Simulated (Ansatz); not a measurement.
The relaxed structure here is a generated cell of Ge3N4: the first start was made by a random draw of sites in a space group, and the end was not matched to a known phase here, so it may be hypothetical.

The end point of a relaxation of Ge3N4. All values below come from PBEsol (plane waves to 420 eV, PAW, scalar-relativistic; Ansatz, a first-principles code).

```
CELL_PARAMETERS angstrom
      5.51779     0.00000     0.00000
     -2.75890     4.77855     0.00000
      0.00000     0.00000     3.58767
ATOMIC_POSITIONS crystal
  Ge 0.66667 0.33333 0.99145
  Ge 0.33333 0.66667 0.99145
  Ge 0.00000 0.00000 0.86994
  N  0.36880 0.36880 0.86014
  N  0.00000 0.63120 0.86014
  N  0.63120 0.00000 0.86014
  N  0.00000 0.00000 0.37281
```

Question: Determine the symmetry and give the standard cell with its independent sites.

Answer: Space group P31m (No. 157); a = b = 5.518 Å, c = 3.588 Å, α = β = 90.00°, γ = 120.00°

| atom | site | symmetry | x | y | z |
|---|---|---|---|---|---|
| Ge | 2b | 3.. | 0.3333 | 0.6667 | 0.9914 |
| Ge | 1a | 3.m | 0.0000 | 0.0000 | 0.8699 |
| N | 3c | ..m | 0.3688 | 0.3688 | 0.8601 |
| N | 1a | 3.m | 0.0000 | 0.0000 | 0.3728 |

Question: Give the shortest distances between elements (the closest pairs, up to four, under 3.6 Å).

Answer: Ge–N 1.78 Å; N–N 2.68 Å; Ge–Ge 3.19 Å.

The volume per atom is 13.51 Å³ and the band gap is zero (metallic).

No spin polarisation in the result.

The run could not lower the symmetry of its start; a shaken copy of this end point relaxes with PBEsol to Cm (No. 8), 0.54 eV/atom lower.
